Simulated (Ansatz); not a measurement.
## WSe$_{2}$ (P-6m2), zone-centre modes

Computed with DFT PBEsol, scalar-relativistic, plane waves, PAW (Ansatz). Cutoff 420 eV, Γ-centred 12×12×2 k-points, Gaussian smearing of 0.05 eV. Spin–orbit coupling is left out, which can shift energies with elements as heavy as these. No spin polarisation.

Zero of the scan (as given, not relaxed at this level; this form isn't the usual structure):

```
CELL_PARAMETERS angstrom
3.31794 0.00000 0.00000
-1.65897 2.87342 0.00000
0.00000 0.00000 16.65814
ATOMIC_POSITIONS crystal
W 0.00000 0.00000 0.00000
Se 0.33333 0.66667 0.09979
Se 0.33333 0.66667 0.90021
```

The cell holds layers and no dispersion correction was added, so their binding is poorly described.

Harmonic modes by finite displacements of 0.02 Å, without the LO–TO term.

At this geometry, is the structure stable against these modes?

Yes: no mode is imaginary beyond 10 cm⁻¹, and only the three translations lie near zero.

List the wavenumbers in cm⁻¹.

0, 0, 0, 170, 170, 242, 242, 245, 302.

Cost: 1 run of about 2.5 core-minutes, on Intel Xeon Platinum 8175M (Skylake/Cascade Lake) (shared hosts).